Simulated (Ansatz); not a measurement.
Given:

Si3N4:
```
Si3N4
1.0
   -3.20609     3.20609     3.20609
    3.20609    -3.20609     3.20609
    3.20609     3.20609    -3.20609
N Si
8 6
Direct
  0.56161   0.56161   0.56161
  0.43839   0.50000   0.00000
  0.50000   0.00000   0.93839
  0.00000   0.43839   0.50000
  0.93839   0.50000   0.00000
  0.06161   0.06161   0.06161
  0.00000   0.93839   0.50000
  0.50000   0.00000   0.43839
  0.25000   0.12500   0.87500
  0.87500   0.25000   0.12500
  0.75000   0.37500   0.62500
  0.62500   0.75000   0.37500
  0.12500   0.87500   0.25000
  0.37500   0.62500   0.75000
```

This is the LDA-relaxed structure.

All from the program Ansatz at the LDA level (PAW), unless another level is named. Estimate the electron effective mass.

0.54, 0.54, 0.78 mₑ (principal values).

What about the smallest direct gap on the standard path?

4.19 eV.

And the band gap?

3.97 eV (indirect).

What about the formation energy from the elements (no fitted shifts)?

-128 kJ/mol of atoms.

Space group I-43d. The workflow started from an entry of the Crystallography Open Database (COD), which files this formula under 4 space groups. It is not the phase usual at ambient conditions (space group No. 176). The cell was relaxed with LDA under the symmetry of its start; its stability against distortions is not shown here. The references are the lowest solids computed at this level, not always the standard phases (solids in place of the gases).

Potentials: the later of the program's two PAW sets.
